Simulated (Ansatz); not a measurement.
Stationary points along a deformation path in Ge

Theory: DFT PBEsol, scalar-relativistic, plane waves, PAW in Ansatz. Cutoff 420 eV, Γ-centred 20×20×12 k-points, Gaussian smearing of 0.15 eV. No spin polarisation. Energies are free energies at this smearing, counted from the undisturbed cell; pressure is positive in compression.

Reference structure (as given, not relaxed at this level; it stands at 0.4 GPa; this form isn't the usual structure):

```yaml
crystal:
  lattice:
    - [1.48805, -2.59469, 0.00000]
    - [1.48805, 2.59469, 0.00000]
    - [0.00000, 0.00000, 4.72760]
  atoms:
    - { symbol: Ge, position: [0.66655, 0.33345, 0.25000] }
    - { symbol: Ge, position: [0.33345, 0.66655, 0.75000] }
```

At fixed volume and fractional coordinates, lengths along (0.000, 0.000, 1.000) are scaled against those across it; ρ is that ratio over its starting value. V = 18.253 Å³/atom. Δσ is the stress along the axis less the mean stress across it (compression positive).

```
    ρ  ΔE (meV/atom)  Δσ (GPa) space group
0.850           47.3      3.68         Cmcm
0.920           23.9      3.40         Cmcm
1.000            0.0      1.97         Cmcm
1.100           -0.4     -2.29         Cmcm
1.200           32.5     -8.45         Cmcm
```

Task: How does the stress give the slope of the energy, and where is the energy stationary?

Result: Along the path d ln(length) is 2/3 d ln ρ on the axis and −1/3 d ln ρ across it, so dE/d ln ρ = −(2/3) V Δσ: the energy falls with ρ where Δσ is positive. Δσ vanishes or changes sign between ρ = 1.000 and 1.100, a minimum (near 1.05 by linear interpolation). Pairs of stationary points between two samples would go unseen, and could change a minimum read from distant neighbours into a maximum.

Task: Integrate that slope from ρ = 1 to 1.200 by the trapezoid rule.

Result: With V/N in Å³ and 1 eV/Å³ = 160.2 GPa the slopes at ρ = 1.000, 1.100, 1.200 are -150, 174, 642 meV/atom per unit of ln ρ. The steps add 1.1 + 35.5 = 36.6 meV/atom, against 32.5 from the energies; the trapezoid rule misses the curvature of the slope within each step.

In a metal these slopes depend on the k mesh and the smearing.